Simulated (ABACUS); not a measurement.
Set-up for a self-consistent single point of CsSnI3 (P4/mmm, 5 atoms in the cell; from Materials Project mp-614013, changed as shown).

```xyz
5
Lattice="6.2862 0.0000 0.0000 0.0000 6.4120 0.0000 0.0000 0.0000 6.2862" Properties=species:S:1:pos:R:3 pbc="T T T"
Cs     3.1431     3.2060     3.1431
Sn     0.0000     0.0000     0.0000
I      3.1431     0.0000     0.0000
I      0.0000     3.2060     0.0000
I      0.0000     0.0000     3.1431
```

Level of theory: PBEsol, PseudoDojo 0.4 standard norm-conserving PBEsol (tails mended) pseudopotentials (plane waves; ABACUS).

ABACUS settings:

| setting | value |
|---|---|
| KPT | Gamma 4 4 4 0 0 0 |
| basis_type | pw |
| dft_functional | PBESOL |
| ecutwfc | 72 Ry |
| smearing_method | gaussian |
| smearing_sigma | 0.00367493 Ry |
| potentials | PseudoDojo 0.4 standard norm-conserving PBEsol (tails mended) |
| symmetry | 1 |
| ks_solver | dav_subspace |
| scf_nmax | 100 |
| scf_thr | 1.0e-09 Ry |
| mixing_type | broyden |
| mixing_beta | 0.4 |

Results:

Number of valence electrons: 44
Number of bands: 32
Number of k-points after the program's reduction: 18
Number of plane waves (most at a k-point): 17712
Number of SCF iterations: 9
FFT grid: 72 × 72 × 72
Free energy E − TS: -3838.1936 eV
Top of the valence band (on the code's own zero): 3.40 eV
Gap on the k-point mesh: 0.42 eV
Pressure: -1.23 GPa

Stress (GPa, positive for compression):
```
-1.05   0.00   0.00
 0.00  -1.58   0.00
 0.00   0.00  -1.05
```

Gaps are taken between levels on the mesh.

For comparison: a first run was changed to give this one (lattice vector b scaled by 1.02), and from it to this one the free energy rises by 8.0 meV/atom, the pressure goes from -0.99 to -1.23 GPa and the gap on the mesh moves little (0.423 to 0.424 eV).

Spin-orbit coupling is left out, which matters for bands and gaps with elements this heavy. The structure comes from a collection of computed structures, made at another level of theory; the collection holds predicted forms beside known ones.

Cost on one core: about 6 core-minutes (a rough figure).

“Tails mended”: in these copies of the files the far tail of each local potential was reset to the Coulomb form.
